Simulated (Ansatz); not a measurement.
Y (hcp, Mg type)

```cif
data_Y2
_chemical_formula_sum 'Y2'
_space_group_name_H-M_alt 'P63/mmc'
_space_group_IT_number 194
_space_group_name_Hall '-P 6c 2c'
_cell_length_a 3.65564
_cell_length_b 3.65564
_cell_length_c 5.67870
_cell_angle_alpha 90.000
_cell_angle_beta 90.000
_cell_angle_gamma 120.000
loop_
_atom_site_label
_atom_site_type_symbol
_atom_site_symmetry_multiplicity
_atom_site_Wyckoff_symbol
_atom_site_fract_x
_atom_site_fract_y
_atom_site_fract_z
_atom_site_occupancy
Y1 Y 2 d 0.66667 0.33333 0.25000 1
```

Two coordinates are scanned: the volume, and the ratio of the stretch along z (the conventional c axis) to the stretch across it. Atoms keep their fractional coordinates.

Method: PBE (plane waves to 420 eV, PAW, scalar-relativistic; Ansatz, an electronic-structure program). k mesh 15×15×8 (Γ-centred), Fermi-Dirac smearing 0.05 eV. Energies are smeared free energies. With partly filled bands, the response to shear is sensitive to the k mesh, so small differences along c/a are uncertain. Y is run without spin polarisation. Y was relaxed with its symmetry unable to fall. The last digit holds for this mesh only.

Changes of ΔE (meV/atom) from the point V/V₀ = 1.000, (c/a)/(c/a)₀ = 1.000 when one coordinate moves alone (two changes are said to add if the coupling is within 5 % of the smaller one, nearly so within 20 %):

```tsv
point	change
V/V₀ = 1.000, (c/a)/(c/a)₀ = 0.880	66.0
V/V₀ = 1.000, (c/a)/(c/a)₀ = 0.940	15.7
V/V₀ = 0.920, (c/a)/(c/a)₀ = 1.000	29.9
V/V₀ = 0.960, (c/a)/(c/a)₀ = 1.000	7.1
V/V₀ = 1.040, (c/a)/(c/a)₀ = 1.000	6.3
V/V₀ = 1.080, (c/a)/(c/a)₀ = 1.000	24.0
V/V₀ = 1.000, (c/a)/(c/a)₀ = 1.060	12.9
V/V₀ = 1.000, (c/a)/(c/a)₀ = 1.120	45.7
```

Do the two effects add at V/V₀ = 0.920, (c/a)/(c/a)₀ = 1.060? Give the computed change.

The sum of the single changes is 29.9 + (12.9) = 42.8; the calculation gives 41.9, so the coupling contributes -0.9 (under 20 % of the smaller single change, nearly additive).

What is the change at V/V₀ = 0.920, (c/a)/(c/a)₀ = 0.880, where both move, and how far is it from the sum?

The sum of the single changes is 29.9 + (66.0) = 95.9; the calculation gives 97.9, so the coupling contributes 2.0 (under 20 % of the smaller single change, nearly additive).

(Under strain, the slope of the energy per volume gives the stress and its curvature an elastic modulus.)
